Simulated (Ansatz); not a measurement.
The cell below belongs to a search over invented structures; it isn't taken from experiment.

Input and command of a plane-wave DFT calculation in Ansatz:

```yaml
crystal:
  lattice:
    - [3.4369386715, 0.0, 0.0]
    - [-1.7184693357, 2.9764762007, 0.0]
    - [0.0, 0.0, 4.016294732]
  atoms:
    - { symbol: Bi, position: [0.3333333333, 0.6666666667, 0.5] }
    - { symbol: Ru, position: [0.0, 0.0, 0.0] }
basis:
  ecutwfc: 420
kpoints:
  mp_grid: { grid: [18, 18, 14] }
hamiltonian:
  xc: pbe
scf:
  occupations: { method: gaussian, width: 0.1 }
output:
  forces: true
  stress: true
  eigenvalues: true
relax:
  adjacent_minimum: "off"
  f_tol: 0.01
  max_steps: 80
  cell: { stress_tol: 0.05 }
```

```bash
ansatz run input.yaml --threads 1 --pin off --max-ram 2560MiB --backend cpu --events-out ev --progress --plain --runs-dir out
```

Processor: Intel(R) Xeon(R) Processor @ 2.70GHz, 1 thread, on a host shared with other jobs.

Task: Estimate time, memory and problem size.

Result: About 2.4 min, peak memory 0.57 GiB. It solves 20 bands at 296 k points (after reduction by symmetry) with about 793 plane waves (on the last cell), in 38 SCF iterations over 6 ionic steps.
